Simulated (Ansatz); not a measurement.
# Two states of La2NiO4

```yaml
crystal:
  lattice:
    - [-1.93866, 1.93866, 6.34368]
    - [1.93866, -1.93866, 6.34368]
    - [1.93866, 1.93866, -6.34368]
  atoms:
    - { symbol: La, position: [0.36250, 0.36250, 0.00000] }
    - { symbol: La, position: [0.63750, 0.63750, 0.00000] }
    - { symbol: Ni, position: [0.00000, 0.00000, 0.00000] }
    - { symbol: O, position: [0.50000, 0.00000, 0.50000] }
    - { symbol: O, position: [0.00000, 0.50000, 0.50000] }
    - { symbol: O, position: [0.17970, 0.17970, 0.00000] }
    - { symbol: O, position: [0.82030, 0.82030, 0.00000] }
```

Method: r2SCAN; PAW, plane waves to 500 eV, 7×7×7 Γ-centred mesh, fermi-dirac occupations (width 0.0283 eV) (Ansatz 0.2.0), atoms fixed.

State A: Ni3 up (collinear spin). State B: no moments (no spin polarisation).

Q: Compare the two self-consistent states.

A: State A is lower by 91.3 meV an atom at zero smearing.

```
state  free energy (meV/atom)  largest moment in a small sphere (μB)  net moment (μB/cell)  gap on mesh (eV)  pressure (GPa)  largest force (eV/Å)
    A                     0.0                                   1.60                  1.98             metal            -1.6                  0.36
    B                    90.8                                   0.00                  0.00             metal            -4.6                  0.25
```

Origin: a database entry at a rescaled volume. Caveats: semilocal functionals often miss the gap of such magnets; the k mesh is coarse if the cell is a metal.
